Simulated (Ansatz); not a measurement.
Ga₃Co:
```xyz
16
Lattice="6.1776 0.0000 0.0000 0.0000 6.1776 0.0000 0.0000 0.0000 6.4055" Properties=species:S:1:pos:R:3 pbc="T T T"
Ga     3.0888     0.0000     0.0000
Ga     3.0888     0.0000     3.2027
Ga     0.0000     3.0888     3.2027
Ga     0.0000     3.0888     0.0000
Ga     4.0269     2.1507     4.7564
Ga     2.1507     4.0269     1.6491
Ga     0.9381     0.9381     1.5536
Ga     5.2395     5.2395     4.8519
Ga     2.1507     4.0269     4.7564
Ga     4.0269     2.1507     1.6491
Ga     5.2395     5.2395     1.5536
Ga     0.9381     0.9381     4.8519
Co     5.2144     0.9632     0.0000
Co     0.9632     5.2144     0.0000
Co     2.1256     2.1256     3.2027
Co     4.0520     4.0520     3.2027
```

Relaxed with r²SCAN. Special points in fractions of this cell's reciprocal vectors: Γ (0.000, 0.000, 0.000); X (0.000, 0.500, 0.000); M (0.500, 0.500, 0.000); Z (0.000, 0.000, 0.500); R (0.000, 0.500, 0.500); A (0.500, 0.500, 0.500).

List the band energies nearest the Fermi level at these points for plane-wave PAW r²SCAN (Ansatz code).

In eV from the Fermi level; about four levels below and three above (degenerate sets whole), none deeper than 8.9 eV; points with the same levels are listed once.

| k | below | above |
|---|---|---|
| Γ | -0.33 -0.28 -0.28 -0.16 | 0.86 1.22 1.81 1.81 |
| X | -1.37 -1.37 -0.38 -0.38 | 0.27 0.27 0.53 0.53 |
| M | -1.22 -1.22 -0.30 -0.30 | 0.80 0.80 1.93 1.93 |
| Z | -1.51 -1.51 -0.38 -0.38 | 0.33 0.33 0.41 0.41 |
| R | -1.19 -1.19 -0.27 -0.27 | 0.27 0.27 1.02 1.02 |
| A | -1.35 -1.35 -0.91 -0.91 | 0.28 0.28 0.82 0.82 |

Space group P4_2/mnm. The first step of the workflow began from a Materials Project structure, measured or hypothetical; the Crystallography Open Database files this formula in space group No. 136, but the cells were not matched. Its standing as an ambient phase is unchecked. The cell was relaxed with r²SCAN under the symmetry of its start; its stability against distortions is not shown here. The run is not spin-polarised. Scalar-relativistic: spin–orbit coupling is off unless named, which matters more the heavier the elements.

Potentials: the earlier of the program's two PAW sets.
